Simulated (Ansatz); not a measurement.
A geometry of Al2Cu away from equilibrium: the start of the relaxation of a generated cell, Al2Cu built in the AFLOW prototype AB2_oI6_71_a_g (as in MoPt2). All values below come from PBEsol (plane waves to 420 eV, PAW, scalar-relativistic; Ansatz, an electronic-structure program). Γ-centred k-mesh 14×14×14 on the run's cell (coarser than for final values), Fermi–Dirac smearing 0.05 eV.

```xyz
3
Lattice="-1.4132 2.0125 4.2396 1.4132 -2.0125 4.2396 1.4132 2.0125 -4.2396" Properties=species:S:1:pos:R:3:forces:R:3 pbc="T T T" free_energy=-7637.701 pressure_GPa=-7.8
Cu     0.0000     0.0000     0.0000    0.0000    0.0000    0.0000
Al     0.0000     0.0000     5.4832    0.0000    0.0000    1.3648
Al     0.0000     0.0000     2.9959    0.0000    0.0000   -1.3648
```

Positions in Å, forces in eV/Å, free energy of the cell in eV (comparable only within this code, potentials and settings). Largest force: 1.36 eV/Å, on Al2, Al3 (atoms numbered as listed); the geometry lies 0.12 eV/atom above the end of its relaxation.

No spin polarisation in the result.

The run could not lose the symmetry of its start, so the end can be a saddle point.

The end of the path is a generated cell of Al2Cu: the first start was made by placing the elements on the sites of a structure type, and the end was not matched to a known phase here, so it may be hypothetical. Known forms of Al2Cu include space group No. 140.
